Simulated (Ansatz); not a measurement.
# Is this Sc₃SbP₂ structure a true minimum?

It was reached by relaxing an invented guess, and it needn't be the stable form of this composition.

The calculation used DFT PBE, scalar-relativistic, plane waves, PAW in Ansatz 0.2.0. Cutoff 420 eV; k points 12×12×4 on the computed 6-atom cell (Γ-centred); Gaussian smearing, width 0.10 eV; no spin polarisation.

The cell below (6 atoms, space group P-3m1 (No. 164)) is relaxed within its symmetry.

```
CELL_PARAMETERS angstrom
3.70598 0.00000 0.00000
-1.85299 3.20947 0.00000
0.00000 0.00000 11.94287
ATOMIC_POSITIONS crystal
Sc 0.00000 0.00000 0.76100
Sc 0.00000 0.00000 0.23900
Sc 0.00000 0.00000 0.50000
Sb 0.00000 0.00000 0.00000
P 0.33333 0.66667 0.63819
P 0.66667 0.33333 0.36181
```

For the test a repeat of it with 12 atoms (edges 3.71, 3.71, 23.89 Å) was strained at random (σ = 1.5 % a component), the atoms were moved at random (σ = 0.05 Å), and all was relaxed again on a coarse 6×6×1 mesh (in the run’s order of axes) with 0.20 eV smearing, with no symmetry imposed.

Spin–orbit coupling, which can matter for Sb, is left out.

Question: Is the structure stable against such a distortion?

Answer: It doesn't return. The energy falls by 318 meV/atom on that mesh, the volume changes by -10.1 %, and the end has space group R-3m (No. 166) at a loose tolerance. Relaxed again on a 12×12×12 mesh with 0.10 eV smearing, the new structure lies 321 meV/atom below the first (mesh in the axes of the run's cell; the cell below is made exact in the group named). Space group R-3m (No. 166), trigonal, a = 3.806 Å, c = 30.529 Å. Around Sc on a site of symmetry 3m lie 3 P at 2.69 Å, 3 Sb at 2.92 Å and 1 Sc at 3.16 Å; Sc on a site of symmetry -3m is surrounded by 6 P at 2.72 Å and 2 Sc at 3.16 Å; Sb is surrounded by 6 Sc at 2.92 Å; around P lie 6 Sc at 2.69–2.72 Å.

```
Sc Sb P
1.0
     1.90281    1.09859   10.17642
    -1.90281    1.09859   10.17642
     0.00000   -2.19717   10.17642
Sc Sb P
3 1 2
Direct
  0.60356 0.60356 0.60356
  0.39644 0.39644 0.39644
  0.50000 0.50000 0.50000
  0.00000 0.00000 0.00000
  0.21943 0.21943 0.21943
  0.78057 0.78057 0.78057
```
